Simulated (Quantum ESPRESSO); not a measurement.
```xyz
2
Lattice="0.0000 3.0570 3.0570 3.0570 0.0000 3.0570 3.0570 3.0570 0.0000" Properties=species:S:1:pos:R:3 pbc="T T T"
Ga     0.0000     0.0000     0.0000
Sb     1.5285     1.5285     1.5285
```

Cell and atoms were relaxed with PBEsol from Materials Project entry mp-1156, within its symmetry.

Question: What does norm-conserving PBEsol (Quantum ESPRESSO, 80 Ry, no spin-orbit coupling) give for the electronic structure near the Fermi level?

Answer: At this level the gap is closed or nearly so: along the path the highest valence and lowest conduction bands touch, or overlap by less than 0.6 eV, a zero-gap or semimetallic result; the valence top lies at Γ, the conduction bottom at Γ. Semilocal functionals close the gaps of some narrow-gap semiconductors, so this alone doesn't show that the compound has none. Spin-orbit coupling is left out, which matters for elements this heavy: edges can move by tenths of an eV.
